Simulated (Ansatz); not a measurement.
Formation energies in the B–Ru system, lowest calculated structure of each composition. Calculation: PBEsol (plane waves to 420 eV, PAW, scalar-relativistic; Ansatz, a quantum-chemistry and plane-wave program). Element references, the lowest calculated here: B (R-3m), Ru (P6₃/mmc).

```csv
phase,x(Ru),space group,E_f (eV/atom)
B,0.000,R-3m,0.00
B4Ru,0.200,Pnnm,-0.03
B2Ru,0.333,Pmmn,-0.32
BRu,0.500,Pm-3m,0.01
Ru,1.000,P6₃/mmc,0.00
```

### Question
Construct the convex hull: which compounds lie on it, and how far above it are the others?

### Answer
For BRu, B4Ru a lower structure may exist, so the energies are upper bounds and are not judged. On the hull: B2Ru. BRu 0.25; B4Ru 0.16 eV/atom above.

This is the hull of the energies calculated here, no anion corrections; phases that were not calculated are missing from it. Values are rounded to 0.01 eV/atom. Not shown to be the ambient phase of their composition (a lower form may be missing, and a cell relaxed within its start's symmetry can be a saddle point): BRu (Pm-3m), B4Ru (Pnnm). The compounds carry no spin polarisation.
